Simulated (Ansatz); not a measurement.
**Stationary points along a deformation path in Rb**

Computed with DFT PBEsol, scalar-relativistic, plane waves, PAW in Ansatz. Settings: plane waves to 420 eV, k-mesh 12×12×12 (Γ-centred), Gaussian smearing 0.15 eV. No spin polarisation. Energies are free energies at this smearing, counted from the undisturbed cell; pressure is positive in compression.

Reference structure (as given, not relaxed at this level; it stands at -0.3 GPa; this fcc form isn't the usual structure):

```yaml
crystal:
  lattice:
    - [0.00000, 3.63988, 3.63988]
    - [3.63988, 0.00000, 3.63988]
    - [3.63988, 3.63988, 0.00000]
  atoms:
    - { symbol: Rb, position: [0.00000, 0.00000, 0.00000] }
```

At fixed volume and fractional coordinates, lengths along (0.000, 0.000, 1.000) are scaled against those across it; ρ is that ratio over its starting value. V = 96.448 Å³/atom. Δσ is the stress along the axis less the mean stress across it (compression positive).

| ρ | ΔE (meV/atom) | Δσ (GPa) | space group |
| --- | --- | --- | --- |
| 0.707 | 2.0 | 0.00 | Im-3m |
| 0.780 | 2.1 | 0.00 | I4/mmm |
| 0.850 | 1.7 | 0.03 | I4/mmm |
| 0.920 | 0.6 | 0.03 | I4/mmm |
| 1.000 | 0.0 | 0.00 | Fm-3m |
| 1.100 | 1.7 | -0.10 | I4/mmm |
| 1.200 | 7.9 | -0.26 | I4/mmm |
| 1.300 | 19.3 | -0.45 | I4/mmm |
| 1.414 | 38.2 | -0.68 | I4/mmm |

Problem. How does the stress give the slope of the energy, and where is the energy stationary?

Solution. Along the path d ln(length) is 2/3 d ln ρ on the axis and −1/3 d ln ρ across it, so dE/d ln ρ = −(2/3) V Δσ: the energy falls with ρ where Δσ is positive. Δσ vanishes or changes sign at ρ = 0.707 (Im-3m, an end of the scan), at 2.0 meV/atom; at ρ = 0.780 (I4/mmm), a stationary point at 2.1 meV/atom; at ρ = 1.000 (Fm-3m), a minimum at 0.0 meV/atom. Pairs of stationary points between two samples would go unseen, and could change a minimum read from distant neighbours into a maximum. At ρ = 0.707, 1.000 the cell is cubic, where symmetry alone makes the stress isotropic and the slope zero.

Problem. Which shear constant sets the curvature at ρ = 1?

Solution. For a cubic crystal E/V = (2/3) C (ln ρ)² with C = C′ = (C11 − C12)/2, so Δσ = −2C ln ρ. The parabola of Δσ against ln ρ through ρ = 0.920, 1 and 1.100 gives C ≈ 0.3 GPa with the ions clamped, rough because the steps are large.

Problem. Integrate that slope from ρ = 1 to 1.300 by the trapezoid rule.

Solution. With V/N in Å³ and 1 eV/Å³ = 160.2 GPa the slopes at ρ = 1.000, 1.100, 1.200, 1.300 are 0, 41, 105, 181 meV/atom per unit of ln ρ. The steps add 2.0 + 6.4 + 11.5 = 19.8 meV/atom, against 19.3 from the energies; the trapezoid rule misses the curvature of the slope within each step.

In a metal these slopes depend on the k mesh and the smearing.